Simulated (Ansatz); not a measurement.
Data:

NbP (CsCl type, Pm-3m), a = 3.1074 Å, b = 3.1074 Å, c = 3.1074 Å, α = 90.00°, β = 90.00°, γ = 90.00°.

This is the r²SCAN-relaxed structure.

Question: All from r²SCAN in the plane-wave PAW code Ansatz, unless another level is named. Estimate the Debye temperature from the elastic constants.

Answer: 580 K.

Question: And the highest zone-centre frequency?

Answer: 180 cm⁻¹.

Question: Next, the elastic constants (relaxed ions, GPa)?

Answer: C11 = 382, C12 = 104, C44 = 123.

A made-up cell: these elements were put on the sites of a structure type; neither database checked (COD, Materials Project) lists it. COD files the formula under space group No. 141, so this cell is another polymorph or a model. Whether it is the stable phase at ambient conditions was not checked. The r²SCAN relaxation kept the symmetry of its start; of distortions, only those at the zone centre were tested. No spin polarisation was allowed. As this level gives no gap, shear constants depend on the k-mesh and smearing (Fermi–Dirac, 0.1 eV here). As this level gives no gap, phonon frequencies hold no LO–TO term and depend on the k-mesh and smearing (Fermi–Dirac, 0.1 eV here).

Potentials: the later of the program's two PAW sets.
